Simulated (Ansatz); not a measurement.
Here is the system:

SiO₂:
```
SiO2
1.0
    3.97861     2.29705     2.61614
   -3.97861     2.29705     2.61614
    0.00000    -4.59410     2.61614
Si O
3 6
Direct
  0.71533   0.28467   0.50000
  0.50000   0.71533   0.28467
  0.28467   0.50000   0.71533
  0.30958   0.69042   0.50000
  0.50000   0.30958   0.69042
  0.69042   0.50000   0.30958
  0.00000   0.33396   0.66604
  0.66604   0.00000   0.33396
  0.33396   0.66604   0.00000
```

This is the r²SCAN-relaxed structure. Tensor components refer to the Cartesian frame of this cell.

### Question
All from the program Ansatz at the r²SCAN level (PAW), unless another level is named. Predict the piezoelectric stress constants (proper, relaxed ions, C/m²).

### Answer
e11 = 0.03, e12 = e26 = -0.03.

### Question
Next, the Poisson's ratio?

### Answer
0.32.

### Question
What about the highest zone-centre frequency (without LO–TO term)?

### Answer
1164 cm⁻¹.

Space group R32. The workflow started from a Materials Project entry (that database holds measured and hypothetical structures alike); the Crystallography Open Database copy checked does not list it. It is not the phase usual at ambient conditions (space group No. 92, 152, 154). The cell was relaxed with r²SCAN under the symmetry of its start; phonons show weakly imaginary modes. Signs of piezoelectric constants follow the polarity of the cell as given.

Potentials: the later of the program's two PAW sets.
